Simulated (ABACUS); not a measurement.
ABACUS run on Ta₂O₅ (P2/m, 7 atoms in the cell; from Materials Project mp-1238961, changed as shown): self-consistent single point.

Level of theory: PBEsol, PseudoDojo 0.4 standard norm-conserving PBEsol (tails mended) pseudopotentials (plane waves; ABACUS 3.10.1).

The change in words: volume scaled by 1.06. Reference geometry (P2/m):
```xyz
7
Lattice="3.8414 0.0000 0.0000 0.0000 3.8627 0.0000 -1.8189 0.0000 6.5290" Properties=species:S:1:pos:R:3 pbc="T T T"
Ta     1.0558     0.0000     5.1664
Ta     0.9667     0.0000     1.3625
O      1.0914     1.9314     5.2123
O      0.9311     1.9314     1.3167
O     -0.8547     0.0000     5.6842
O      2.8771     0.0000     0.8447
O      1.0112     0.0000     3.2645
```

Reference input (self-consistent single point, DFT, PBEsol, plane waves, PseudoDojo 0.4 standard norm-conserving PBEsol (tails mended) pseudopotentials): KPT = Gamma 4 4 2 0 0 0; basis_type = pw; dft_functional = PBESOL; ecutwfc = 84 Ry; smearing_method = fd; smearing_sigma = 0.000734986 Ry; potentials = PseudoDojo 0.4 standard norm-conserving PBEsol (tails mended); symmetry = 1; ks_solver = dav_subspace; scf_nmax = 100; scf_thr = 1.0e-09 Ry; mixing_type = broyden. This run's input differs from it in these lines:

```diff
@@ -26,5 +26,5 @@
 LATTICE_VECTORS
-   3.8414100000    0.0000000000    0.0000000000
-   0.0000000000    3.8627200000    0.0000000000
-  -1.8189390000    0.0000000000    6.5289600000
+   3.9167520000    0.0000000000    0.0000000000
+   0.0000000000    3.9384800000    0.0000000000
+  -1.8546140000    0.0000000000    6.6570120000
 
@@ -36,4 +36,4 @@
 2
-   1.0557664172    0.0000000000    5.1664313376 1 1 1
-   0.9667045828    0.0000000000    1.3625286624 1 1 1
+   1.0764733222    0.0000000000    5.2677601657 1 1 1
+   0.9856646778    0.0000000000    1.3892518343 1 1 1
 
@@ -42,7 +42,7 @@
 5
-   1.0913608173    1.9313600000    5.2122646368 1 1 1
-   0.9311101827    1.9313600000    1.3166953632 1 1 1
-  -0.8546587106    0.0000000000    5.6842431552 1 1 1
-   2.8771297106    0.0000000000    0.8447168448 1 1 1
-   1.0112355000    0.0000000000    3.2644800000 1 1 1
+   1.1127658396    1.9692400000    5.3144923900 1 1 1
+   0.9493721604    1.9692400000    1.3425196100 1 1 1
+  -0.8714211812    0.0000000000    5.7957277874 1 1 1
+   2.9335591812    0.0000000000    0.8612842126 1 1 1
+   1.0310690000    0.0000000000    3.3285060000 1 1 1
 # file: KPT
```

Log, with long lists cut:

```
 SELF-CONSISTENT
 -------------------------------------------
                                 init_chg = atomic

 PW ALGORITHM --------------- ION=   1  ELEC=   1--------------------------------

 Density error is 2.76031950407
                          Error Threshold = 0.01
 E_KohnSham     -424.4537018303      -5774.9888820856
 E_Fermi        0.5075820211         6.9060076896

 PW ALGORITHM --------------- ION=   1  ELEC=   2--------------------------------

 Density error is 12.8696265815
                          Error Threshold = 0.00492914197156
 E_KohnSham     -423.1869303319      -5757.7535716435
   [... lines left out ...]

 Density error is 2.49807854658e-09
                          Error Threshold = 1.95687758599e-10
 E_KohnSham     -425.8293188505      -5793.7051118255
 E_Fermi        0.4786244502         6.5120197246

 PW ALGORITHM --------------- ION=   1  ELEC=  12--------------------------------

 Density error is 9.16924768361e-10
                          Error Threshold = 4.46085454747e-12
 E_KohnSham     -425.8293188508      -5793.7051118293
 E_KS(sigma->0) -425.8293188508      -5793.7051118293
 E_entropy(-TS) -0.0000000000        -0.0000000000
 E_Fermi        0.4786266776         6.5120500306
 charge density convergence is achieved
 final etot is -5793.7051118 eV
 EFERMI = 6.5120500306 eV

 STATE ENERGY(eV) AND OCCUPATIONS    NSPIN == 1
   [... 35 lines left out ...]

 TOTAL-FORCE (eV/Angstrom)
                       Ta1        -0.0815497874         0.0000000000        -0.1023711732
                       Ta2         0.0815497874         0.0000000000         0.1023711732
                        O1        -0.0319119607         0.0000000000        -0.0380320605
                        O2         0.0319119607         0.0000000000         0.0380320605
                        O3         0.0427780948         0.0000000000         0.0396389943
                        O4        -0.0427780948         0.0000000000        -0.0396389943
                        O5         0.0000000000         0.0000000000         0.0000000000

 TOTAL-STRESS (KBAR)
      -122.9169652351         0.0000000000        -1.7315218509
         0.0000000000      -163.3461896957         0.0000000000
        -1.7315218509         0.0000000000      -136.6317888183
 TOTAL-PRESSURE: -140.964981 KBAR

 --------------------------------------------
 !FINAL_ETOT_IS -5793.7051118292720275 eV
 --------------------------------------------
```

The run converged in 12 iterations. Against the reference run the free energy goes up by 44.9 meV/atom, the pressure goes from -2.68 to -14.10 GPa, the largest force goes from 0.067 to 0.131 eV/Å and the gap on the mesh goes from 2.176 to 2.034 eV.

Spin-orbit coupling is left out, which matters for bands and gaps with elements this heavy. The structure comes from a collection of computed structures, made at another level of theory; the collection holds predicted forms beside known ones.

Cost on one core: roughly 4 core-minutes.

“Tails mended”: in these copies of the files the far tail of each local potential was reset to the Coulomb form.
